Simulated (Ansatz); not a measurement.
Theory: DFT PBE, scalar-relativistic, plane waves, PAW in Ansatz. All cells share a 420 eV cutoff and Γ-centred k meshes spaced at most about 0.3 Å⁻¹ (about 0.25 or finer for metals, 2π included). No spin polarisation in the final relaxations.

These are static total energies at zero pressure.

Two forms of Li2H were relaxed alike.

1.

```
CELL_PARAMETERS angstrom
2.55606 0.00000 0.00000
0.00000 2.55606 0.00000
0.00000 0.00000 5.15823
ATOMIC_POSITIONS crystal
Li 0.50000 0.50000 0.26208
Li 0.50000 0.50000 0.73792
H 0.00000 0.00000 0.50000
```

2.

```
CELL_PARAMETERS angstrom
1.36594 -2.73118 0.00000
1.36594 2.73118 0.00000
0.00000 0.00000 5.32306
ATOMIC_POSITIONS crystal
Li 0.00000 0.00000 0.76191
Li 0.00000 0.00000 0.23809
H 0.50000 0.50000 0.00000
```

Problem. Which would you expect to be lower, and how large is the difference?

Solution. Cell 2 is lower, by 67 meV/atom. Cell 1 has space group P4/mmm (No. 123), 11.2 Å³/atom and no gap on its mesh; cell 2 has space group Cmmm (No. 65), 13.2 Å³/atom and no gap. Counting H atoms around Li (those within 1.25 times the shortest such distance or 1.15 times the sum of covalent radii), cell 1 has Li 4 and cell 2 has Li 2. The lower one is the more open, so pressure narrows the difference. In cell 1, Li has 4 H at 2.18 Å, 5 Li at 2.45–2.56 Å and 1 Li at 2.70 Å; H has 8 Li at 2.18 Å and 4 H at 2.56 Å. In cell 2, Li has 2 H at 1.86 Å, 1 Li at 2.53 Å and 3 Li at 2.73–2.79 Å; H has 4 Li at 1.86 Å. Both come from invented guesses. A third cell relaxed alike, in Cmc2_1, lies 44 meV/atom below the lower of the two.

With hydrogen, zero-point motion can shift such differences by 10 meV/atom or more. A magnetic state wasn't ruled out in cells without spin, among them P4/mmm, Cmmm. Cells relaxed within their symmetry can be saddle points.
